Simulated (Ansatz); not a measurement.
## Magnetic states of cobalt, A15

Theory: DFT, PBEsol, plane waves (420 eV) with PAW, scalar-relativistic in Ansatz. The PAW files were generated under PBE, with cores re-solved for the functional.

Each start was relaxed and then solved on a dense mesh, with Fermi-Dirac smearing of 0.05 eV (0.1 eV in a metal without spin) extrapolated to zero. Rows within 2 meV/atom of each other tie.

**Question.** Where does each start end, and how do the energies compare? Starts: ferromagnetic; non-magnetic.

**Answer.** 
| start | ends | ΔE (meV/atom) | V (Å³/atom) |
| --- | --- | --- | --- |
| ferromagnetic | ferromagnetic, net 1.67 μB per atom | 0.0 | 10.63 |
| non-magnetic | spin not included | 261.1 | 10.18 |
